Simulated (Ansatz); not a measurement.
Input file for Ansatz (a program for electronic structure):

Ansatz 0.2 input:
```yaml
crystal:
  lattice:
    - [1.9268077801, 1.1124429905, 6.3900934857]
    - [-1.9268077801, 1.1124429905, 6.3900934857]
    - [0.0, -2.2248859811, 6.3900934857]
  atoms:
    - { symbol: Ga, position: [0.4354746559, 0.4354746559, 0.4354746559] }
    - { symbol: Ga, position: [0.5645253441, 0.5645253441, 0.5645253441] }
    - { symbol: P, position: [0.057347185, 0.057347185, 0.057347185] }
    - { symbol: P, position: [0.942652815, 0.942652815, 0.942652815] }
kpoints:
  mp_grid: { grid: [6, 6, 6] }
hamiltonian:
  xc: hse06
  pseudopotentials: { kind: paw }
magnetization: { noncollinear: true, spin_orbit: true }
scf:
  n_extra_bands: 12
  occupations: { method: gaussian, width: 0.02 }
output:
  eigenvalues: true
  eigenstates:
    e_range: [-9.0, 10.2]
    kpoints:
      - [0.0, 0.0, 0.0]  # VBM
      - [0.5, 0.0, 0.5]  # CBM
```

Output (shortened):

```
basis.fft_grid_basis auto: the FFT boxes are laid along the combinations [[1, 0, -1], [0, 1, -1], [0, 0, 1]] of the cell's own vectors, 3.854, 3.854 and 6.766 …
Pseudopotential: Ga, paw_fr, valence charge 13
Pseudopotential: P, paw_fr, valence charge 5
Functional definition: HSE06
non-collinear run that drives no moment, with spin-orbit …
Crystal: 4 atoms, lattice volume = 82.182 Å³
Basis set: ecut = 420 eV, 1629 PW (Γ), FFT grids on a1−a3, a2−a3, a3
Bands: 48, of which v1, the nominal top of the filled ones, is band 36 counted from 1 (35 counted from 0)
Symmetry: 12 space group operations + 12 with time reversal
k-points: 32 of 216
Projection manifold: j_resolved (fully-relativistic pseudo-atomic orbitals)
SCF iter   1: F=—  HF=-9078.925596 eV  |F-HF|=—  |Δ(HF+E_count)|=         —  Δρ=4.01e-2  dr2=1.27e0  dr2_m=0.00e0 (ungated)  ethr=1.00e-1  |M|=0.00e0 ∫|m|=0.00e0 μB  |m|>n=0.0e0 m-floor=0.0e0 τ_xc=0.0e0  β_m=0.30  ⟨swp⟩=5.0  Hψ=5904  notcnv=0
preconditioner: auto → none
SCF iter   2: F=—  HF=-9078.797887 eV  |F-HF|=—  |Δ(HF+E_count)|=   1.28e-1  Δρ=2.71e-2  dr2=4.30e-1  dr2_m=0.00e0 (ungated)  ethr=3.52e-3  |M|=0.00e0 ∫|m|=0.00e0 μB  |m|>n=0.0e0 m-floor=0.0e0 τ_xc=0.0e0  β_m=0.46  ⟨swp⟩=4.2  Hψ=3799  notcnv=0  defer=6
SCF iter   3: F=—  HF=-9078.756934 eV  |F-HF|=—  |Δ(HF+E_count)|=   4.10e-2  Δρ=9.75e-3  dr2=1.22e-1  dr2_m=0.00e0 (ungated)  ethr=1.19e-3  |M|=0.00e0 ∫|m|=0.00e0 μB  |m|>n=0.0e0 m-floor=0.0e0 τ_xc=0.0e0  β_m=0.43  ⟨swp⟩=3.5  Hψ=3591  notcnv=0  defer=12
iter 4 solved again at ethr=7.81e-6 eV; its pass at ethr=3.38e-4 eV (dr2=2.81e-3 eV) is discarded
SCF iter   4: F=—  HF=-9078.735824 eV  |F-HF|=—  |Δ(HF+E_count)|=   2.11e-2  Δρ=2.25e-3  dr2=3.03e-3  dr2_m=0.00e0 (ungated)  ethr=7.81e-6  |M|=0.00e0 ∫|m|=0.00e0 μB  |m|>n=0.0e0 m-floor=0.0e0 τ_xc=0.0e0  β_m=0.51  ⟨swp⟩=5.7  Hψ=8288  notcnv=0  defer=39
SCF iter   5: F=—  HF=-9078.735647 eV  |F-HF|=—  |Δ(HF+E_count)|=   1.76e-4  Δρ=7.72e-4  dr2=2.10e-4  dr2_m=0.00e0 (ungated)  ethr=7.81e-6  |M|=0.00e0 ∫|m|=0.00e0 μB  |m|>n=0.0e0 m-floor=0.0e0 τ_xc=0.0e0  β_m=0.49  ⟨swp⟩=3.4  Hψ=4089  notcnv=0  defer=19
SCF iter   6: F=-9078.735627 eV  HF=-9078.735619 eV  |F-HF|=8.31e-6  |Δ(HF+E_count)|=   2.83e-5  Δρ=2.31e-4  dr2=2.51e-5  dr2_m=0.00e0 (ungated)  ethr=5.84e-7  |M|=0.00e0 ∫|m|=0.00e0 μB  |m|>n=0.0e0 m-floor=0.0e0 τ_xc=0.0e0  ⟨swp⟩=3.9  Hψ=3790  notcnv=0  defer=9
SCF 1 stopped early in 6 iterations: F = -9078.735627 eV  dr2 = 2.51e-5
orbital symmetrization limited by the memory budget …
Crystal: 4 atoms, lattice volume = 82.182 Å³
Projection manifold: j_resolved (fully-relativistic pseudo-atomic orbitals)
Exchange kernel: α = 0.2500, screened, ω = 0.2079 Å⁻¹, Wigner–Seitz truncation, v(0) = 1046.6726 eV·Å³, q-mesh 6×6×6, nearest image of the exchange supercell L …
Frozen-core exchange: fock
SCF iter   1: F=—  HF=-9079.332072 eV  |F-HF|=—  |Δ(HF+E_count)|=         —  Δρ=1.29e-2  dr2=5.78e-2  dr2_m=0.00e0 (ungated)  ethr=6.98e-7  |M|=0.00e0 ∫|m|=0.00e0 μB  |m|>n=0.0e0 m-floor=0.0e0 τ_xc=0.0e0  β_m=0.30  ⟨swp⟩=8.0  Hψ=8270  notcnv=0
preconditioner: auto → none
SCF iter   2: F=—  HF=-9079.304667 eV  |F-HF|=—  |Δ(HF+E_count)|=   2.74e-2  Δρ=5.59e-3  dr2=1.52e-2  dr2_m=0.00e0 (ungated)  ethr=6.98e-7  |M|=0.00e0 ∫|m|=0.00e0 μB  |m|>n=0.0e0 m-floor=0.0e0 τ_xc=0.0e0  β_m=0.38  ⟨swp⟩=4.2  Hψ=5780  notcnv=0
SCF iter   3: F=—  HF=-9079.302270 eV  |F-HF|=—  |Δ(HF+E_count)|=   2.40e-3  Δρ=1.93e-3  dr2=2.64e-3  dr2_m=0.00e0 (ungated)  ethr=6.98e-7  |M|=0.00e0 ∫|m|=0.00e0 μB  |m|>n=0.0e0 m-floor=0.0e0 τ_xc=0.0e0  β_m=0.61  ⟨swp⟩=4.0  Hψ=4994  notcnv=0
SCF iter   4: F=—  HF=-9079.318010 eV  |F-HF|=—  |Δ(HF+E_count)|=   1.57e-2  Δρ=1.41e-3  dr2=7.02e-4  dr2_m=0.00e0 (ungated)  ethr=6.98e-7  |M|=0.00e0 ∫|m|=0.00e0 μB  |m|>n=0.0e0 m-floor=0.0e0 τ_xc=0.0e0  β_m=0.61  ⟨swp⟩=4.7  Hψ=5872  notcnv=0
SCF iter   5: F=—  HF=-9079.317709 eV  |F-HF|=—  |Δ(HF+E_count)|=   3.01e-4  Δρ=6.10e-5  dr2=3.37e-5  dr2_m=0.00e0 (ungated)  ethr=6.98e-7  |M|=0.00e0 ∫|m|=0.00e0 μB  |m|>n=0.0e0 m-floor=0.0e0 τ_xc=0.0e0  β_m=0.73  ⟨swp⟩=4.0  Hψ=4413  notcnv=0
SCF iter   6: F=-9079.317967 eV  HF=-9079.317975 eV  |F-HF|=8.08e-6  |Δ(HF+E_count)|=   2.66e-4  Δρ=1.64e-4  dr2=1.27e-5  dr2_m=0.00e0 (ungated)  ethr=5.62e-9  |M|=0.00e0 ∫|m|=0.00e0 μB  |m|>n=0.0e0 m-floor=0.0e0 τ_xc=0.0e0  ⟨swp⟩=5.0  Hψ=6015  notcnv=0
SCF 2 stopped early in 6 iterations: F = -9079.317967 eV  dr2 = 1.27e-5
hybrid outer 1: dexx = +1.708e-2 eV, tail = 7.64e-5 eV
Crystal: 4 atoms, lattice volume = 82.182 Å³
Projection manifold: j_resolved (fully-relativistic pseudo-atomic orbitals)
Exchange kernel: α = 0.2500, screened, ω = 0.2079 Å⁻¹, Wigner–Seitz truncation, v(0) = 1046.6726 eV·Å³, q-mesh 6×6×6, nearest image of the exchange supercell L …
Frozen-core exchange: fock
SCF iter   1: F=—  HF=-9079.317772 eV  |F-HF|=—  |Δ(HF+E_count)|=         —  Δρ=4.22e-5  dr2=3.94e-6  dr2_m=0.00e0 (ungated)  ethr=1.06e-6  |M|=0.00e0 ∫|m|=0.00e0 μB  |m|>n=0.0e0 m-floor=0.0e0 τ_xc=0.0e0  β_m=0.30  ⟨swp⟩=4.7  Hψ=3435  notcnv=0
preconditioner: auto → none
iter 2 solved again at ethr=6.71e-10 eV; its pass at ethr=7.69e-9 eV (dr2=2.42e-7 eV) is discarded
SCF iter   2: F=—  HF=-9079.317773 eV  |F-HF|=—  |Δ(HF+E_count)|=   1.09e-6  Δρ=1.68e-5  dr2=5.33e-7  dr2_m=0.00e0 (ungated)  ethr=6.71e-10  |M|=0.00e0 ∫|m|=0.00e0 μB  |m|>n=0.0e0 m-floor=0.0e0 τ_xc=0.0e0  β_m=0.39  ⟨swp⟩=2.0  Hψ=7295  notcnv=0  defer=1
SCF iter   3: F=—  HF=-9079.317774 eV  |F-HF|=—  |Δ(HF+E_count)|=   1.85e-6  Δρ=1.67e-5  dr2=3.05e-7  dr2_m=0.00e0 (ungated)  ethr=6.71e-10  |M|=0.00e0 ∫|m|=0.00e0 μB  |m|>n=0.0e0 m-floor=0.0e0 τ_xc=0.0e0  β_m=0.39  ⟨swp⟩=4.2  Hψ=4879  notcnv=0
SCF iter   4: F=-9079.317774 eV  HF=-9079.317774 eV  |F-HF|=3.19e-8  |Δ(HF+E_count)|=   1.20e-7  Δρ=4.60e-6  dr2=1.83e-8  dr2_m=0.00e0 (ungated)  ethr=6.71e-10  |M|=0.00e0 ∫|m|=0.00e0 μB  |m|>n=0.0e0 m-floor=0.0e0 τ_xc=0.0e0  ⟨swp⟩=3.0  Hψ=3120  notcnv=0
SCF 3 converged in 4 iterations: F = -9079.317774 eV  dr2 = 1.83e-8
hybrid outer 2: dexx = +1.863e-6 eV, tail = 1.70e-7 eV, Δε = 3.66e-3 eV (about 2.30e-4 eV left of the loop's levels)
solve of the band table under the exchange operator …
NSCF: frozen V_eff on 2 k-points
hybrid SCF converged: 2 outer / 10 inner (+6 warm-up), last move |dexx| = 1.86e-6 eV, tail = 1.70e-7 eV
Stability not checked (fock_operator)
Magnetization: |M| = 0.0000 μB,  M = (+0.0000, +0.0000, +0.0000) μB
Absolute magnetization: 0.0000 μB (∫|m|)
  site 0: m = (+0.0000, +0.0000, +0.0000) μB, |m| = 0.0000 μB  (R = 0.98 Å)
  site 1: m = (+0.0000, +0.0000, +0.0000) μB, |m| = 0.0000 μB  (R = 0.98 Å)
  site 2: m = (+0.0000, +0.0000, +0.0000) μB, |m| = 0.0000 μB  (R = 0.91 Å)
  site 3: m = (+0.0000, +0.0000, +0.0000) μB, |m| = 0.0000 μB  (R = 0.91 Å)
Free energy (F): -9079.317774 eV
Frozen-core exchange: fock
Harris-Foulkes:  -9079.317774 eV  (|F-HF|=3.19e-8)
Internal energy: -9079.317774 eV  (E = F + TS)
E sigma→0 (E₀):  -9079.317774 eV
Fermi energy:    7.577202 eV
--- Per-component energies (eV) ---
  E_band       = -192.368804
  E_kinetic    = 370.669398
  E_local      = -4495.304217  (includes V_loc(G=0)·N_el)
  E_nonlocal   = 917.717518
  E_hartree    = 2087.437989
  E_xc         = -211.474670
  E_vxc        = -191.822961  (∫ρ·V_xc dr)
  E_exx        = -112.324549  (= α·E_x^exact, valence–valence)
  E_paw        = -5056.764617  (= ΣΔE_a)
  E_vpaw       = -743.855588  (= ΣTr[D̂ρ^β])
  E_aug_tail   = -0.000223  (compensation charges beyond the density's cutoff)
  E_ewald      = -2579.348292
  E_core_change = 0.073889  (= ΣΔE_core)
  E_smearing   =  0.000000  (= −TS)
  E_closure    = 0.000000  (closes the sum)
  Σ components = -9079.317774   (vs F -9079.317774, Δ=1.82e-12)
  [band-id]    e_kinetic+e_local+e_nonlocal+2·e_hartree+e_vxc+2·e_exx+e_vpaw+e_augmentation_tail = -192.369193   (vs E_band -192.368804, Δ=-3.89e-4)
--- Band table (eV; the first three rows and the last of 32) ---
  k-point 0: bands = ["-10.6432", "-10.6432", "-10.6219", "-10.6219", "-10.6160", "-10.6160", "-10.5737", "-10.5737", "-10.1820", "-10.1820", "-10.1526", "-10.1526", "-10.1399", "-10.1399", "-10.1118", "-10.1118", "-10.0149", "-10.0149", "-10.0127", …
  k-point 1: bands = ["-10.6443", "-10.6443", "-10.6221", "-10.6221", "-10.6158", "-10.6158", "-10.5757", "-10.5757", "-10.1856", "-10.1856", "-10.1606", "-10.1606", "-10.1389", "-10.1389", "-10.1090", "-10.1090", "-10.0208", "-10.0208", "-9.9989", "-9.9989", …
  k-point 2: bands = ["-10.6458", "-10.6458", "-10.6302", "-10.6302", "-10.6115", "-10.6115", "-10.5800", "-10.5800", "-10.1891", "-10.1891", "-10.1755", "-10.1755", "-10.1316", "-10.1316", "-10.1054", "-10.1054", "-10.0250", "-10.0250", "-9.9797", "-9.9797", …
  k-point 31: bands = ["-10.6427", "-10.6427", "-10.6206", "-10.6206", "-10.6175", "-10.6175", "-10.5744", "-10.5744", "-10.1847", "-10.1847", "-10.1530", "-10.1530", "-10.1382", "-10.1382", "-10.1099", "-10.1099", "-10.0189", "-10.0189", "-10.0120", …
```

Cost: roughly 10 core-minutes on shared cores.

The points marked VBM and CBM come from a semilocal run.

Space group R-3m. The first step of the workflow began from a Materials Project structure, measured or hypothetical; the Crystallography Open Database copy checked does not list it. It is not the phase usual at ambient conditions (space group No. 216). The cell was relaxed with HSE06 under the symmetry of its start; its stability against distortions is not shown here.

Potentials: the later of the program's two PAW sets.

Ansatz is a plane-wave DFT program.
